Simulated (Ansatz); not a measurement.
What does Ansatz print for the nuclei with this input?

The cell is a Materials Project structure (computed, not necessarily an observed phase), atoms as given; its layers are parted by 8 Å of empty space, so it stands for a thin sheet, not for a bulk crystal.

```yaml
crystal:
  lattice:
    - [2.4562499605, 0.0, 0.0]
    - [-1.2281249802, 2.1271748638, 0.0]
    - [0.0, 0.0, 29.4918787]
  atoms:
    - { symbol: C, position: [0.6666666667, 0.3333333333, 0.9983718] }
    - { symbol: C, position: [0.6666666667, 0.3333333333, 0.49837191] }
    - { symbol: C, position: [0.6666666667, 0.3333333333, 0.73278795] }
    - { symbol: C, position: [0.6666666667, 0.3333333333, 0.23279033] }
    - { symbol: C, position: [0.0, 0.0, 0.61583799] }
    - { symbol: C, position: [0.3333333333, 0.6666666667, 0.23278795] }
    - { symbol: C, position: [0.0, 0.0, 0.11583799] }
    - { symbol: C, position: [0.6666666667, 0.3333333333, 0.61584001] }
    - { symbol: C, position: [0.3333333333, 0.6666666667, 0.73279033] }
    - { symbol: C, position: [0.3333333333, 0.6666666667, 0.11584001] }
    - { symbol: C, position: [0.3333333333, 0.6666666667, 0.4983718] }
    - { symbol: C, position: [0.3333333333, 0.6666666667, 0.99837191] }
kpoints:
  mp_grid: { grid: [14, 14, 1] }
scf:
  occupations: { method: fermi_dirac, width: 0.05 }
hamiltonian:
  xc: r2scan
  pseudopotentials: { kind: paw }
output:
  forces: true
  stress: true
  populations: true
  efg: { contact_densities: true }
```

```sh
ansatz run input.yaml --threads 1 --pin off --max-ram 2560MiB --backend cpu --events-out ev --progress --plain --runs-dir out
```

Of the output, the block on the nuclei alone is shown; the set-up, the SCF iterations, energies, forces and stress are cut. One atom of each set with nearly equal values is shown.

```
--- PAW observables at the nuclei: V_zz in 10²¹ V/m², potentials from the cell's mean, atoms counted from 1 ---
  atom   1  C  V_zz =    +2.441667   η = 0.0000   by run symmetry: allowed
            electrostatic potential = -408.870435 V   contact ρ = 864.828118 e/Å³
  atom   2  C  V_zz =    +2.518917   η = 0.0000   by run symmetry: allowed
            electrostatic potential = -408.854679 V   contact ρ = 864.851023 e/Å³
  atom   5  C  V_zz =    +2.402384   η = 0.0000   by run symmetry: allowed
            electrostatic potential = -408.876198 V   contact ρ = 864.822402 e/Å³
  atom   8  C  V_zz =    +2.562762   η = 0.0000   by run symmetry: allowed
            electrostatic potential = -408.843378 V   contact ρ = 864.869844 e/Å³
```

Hardware: 1 thread of Arm Neoverse V2 (aarch64; 8 cores open to the job, memory cap 2.5 GiB, no GPU), a shared host with a load of 0.5 a core. Wall time 29 s, CPU time 29 s, peak memory 0.62 GiB.
